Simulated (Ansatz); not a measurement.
Level of theory: Ansatz, DFT PBE, scalar-relativistic, plane waves, PAW. All cells share a 420 eV cutoff and Γ-centred k meshes spaced at most about 0.3 Å⁻¹ (about 0.25 or finer for metals, 2π included). No spin polarisation in the final relaxations.

These are static total energies at zero pressure.

Two relaxed structures of RbNa₃Te₂:

A. Space group P-6m2 (No. 187), hexagonal, a = 5.135 Å, c = 8.267 Å. Rb is surrounded by 3 Na at 2.96 Å, 6 Te at 3.66 Å and 2 Na at 4.13 Å; around Na on its first site lie 3 Na at 2.96 Å, 6 Te at 3.57 Å and 2 Rb at 4.13 Å; around Na on its second site lie 3 Rb at 2.96 Å and 6 Te at 3.66 Å; Na on its third site is surrounded by 3 Na at 2.96 Å and 6 Te at 3.57 Å; Te is surrounded by 9 Na at 3.57–3.66 Å, 3 Rb at 3.66 Å, 1 Te at 3.96 Å and 1 Te at 4.31 Å.

B. Space group P6/mmm (No. 191), hexagonal, a = 7.524 Å, c = 4.565 Å. Rb is surrounded by 6 Te at 4.34 Å, 12 Na at 4.40 Å and 2 Rb at 4.57 Å; Na has 4 Te at 3.15 Å, 4 Na at 3.76 Å and 4 Rb at 4.40 Å; around Te lie 6 Na at 3.15 Å, 3 Rb at 4.34 Å and 5 Te at 4.34–4.57 Å.

**Question.** Which is lower in energy, and by how much?

**Answer.** B is lower, by 153 meV/atom. A has space group P-6m2 (No. 187), 31.5 Å³/atom and a gap of 0.26 eV on its mesh; B has space group P6/mmm (No. 191), 37.3 Å³/atom and no gap. Counting Te atoms around Na and Rb (those within 1.25 times the shortest such distance or 1.15 times the sum of covalent radii, 1.27 where that leaves under three; the shortest distance is added where it exceeds 1.18 times the sum of covalent radii; a slash parts the counts of unlike sites), A has Rb 6, Na 6/6 from 3.7 Å and B has Rb 6 from 4.3 Å, Na 4. The lower one is the more open, so pressure narrows the difference. Both come from invented guesses. A third cell relaxed alike, in P-3m1, lies 185 meV/atom below the lower of the two.

Spin–orbit coupling, which can matter for Te, is left out. Kohn–Sham gaps at this level usually fall short of measured ones. The missing spin–orbit coupling can work the other way here. The zero gap of P6/mmm may come from the functional, which often closes small gaps, or the cell may be a true semimetal. Cells relaxed within their symmetry can be saddle points.
